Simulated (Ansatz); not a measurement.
La₃In (Cu3Au type, space group No. 221) at seven volumes, DFT-LDA in the program Ansatz with PAW potentials, scaled uniformly. One row is withheld.

```tsv
V (Å³/atom)	P (GPa)
26.810	5.58
27.694	3.43
28.578	?
29.462	0.00
30.346	-1.35
31.230	-2.50
32.114	-3.49
```

### Question
Fit the shown pressures and predict the withheld one.

### Answer
P = (3/2)B₀(x^(7/2) − x^(5/2))[1 + (3/4)(B′ − 4)(x − 1)] with x = (V₀/V)^(2/3). Least squares on the six rows gives V₀ = 29.464 Å³/atom, B₀ = 48.5 GPa, B′ = 4.19. At V = 28.578, x = 1.0206 and P = 1.58 GPa. The run itself gave 1.58 GPa.

Space group Pm-3m (Cu3Au type). The first step of the workflow began from a Materials Project structure, measured or hypothetical; the Crystallography Open Database files this formula in space group No. 221, but the cells were not matched. Whether it is the stable phase at ambient conditions was not checked. The LDA relaxation kept the symmetry of its start; of distortions, only those at the zone centre were tested. Scalar-relativistic: spin–orbit coupling is off unless named, which matters more the heavier the elements.

Potentials: the later of the program's two PAW sets.
